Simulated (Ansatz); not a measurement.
CuO:
```
CuO
1.0
    2.08662     2.08388     0.00000
   -2.08662     2.08388     0.00000
   -0.00117     0.00000     5.15053
Cu O
2 2
Direct
  0.00000   0.50000   0.00000
  0.50000   0.00000   0.50000
  0.49997   0.49997   0.75000
  0.50003   0.50003   0.25000
```

Relaxed with PBE. Special points in fractions of this cell's reciprocal vectors: Γ (0.000, 0.000, 0.000); C (0.499, 0.499, 0.000); C2 (-0.499, 0.501, 0.000); Y2 (-0.500, 0.500, 0.000); M2 (-0.500, 0.500, 0.500); D (-0.499, 0.501, 0.500); D2 (0.499, 0.499, 0.500); A (0.000, 0.000, 0.500); L2 (0.000, 0.500, 0.500); V2 (0.000, 0.500, 0.000).

Q: List the band energies nearest the Fermi level at these points for PBE in the plane-wave PAW code Ansatz.

A: In eV from the Fermi level; about four levels below and three above (degenerate sets whole), none deeper than 8.9 eV; … stands for higher levels left out; points with the same levels are listed once.

```tsv
k	below	above
Γ	-2.37 -2.37 -2.36 -2.27 -1.90	0.66 0.66 1.34
C	-2.34 -2.34 -1.60 -1.20 -1.20	1.09 2.09 7.12
M2	-1.41 -1.41 -0.52 -0.52	3.95 3.95 …
A	-2.26 -2.26 -1.55 -1.55	0.10 0.10 3.40 3.40
L2	-2.33 -2.02 -1.80 -0.19	0.66 4.27 5.79
V2	-2.27 -1.88 -1.56 -1.50	0.20 0.45 3.68
```

Space group P4_2/mmc. The workflow started from an entry of the Crystallography Open Database (COD); the relaxed space group is not among those it files for this formula. It is not the phase usual at ambient conditions (space group No. 15). The cell was relaxed with PBE under the symmetry of its start; of distortions, only those at the zone centre were tested. No spin polarisation was allowed. No Hubbard U is applied. Without spin polarisation and U, an open-shell compound can come out a false metal. Point labels and valley counts follow the cell and symmetry of the run, lower than the named group.

Potentials: the later of the program's two PAW sets.
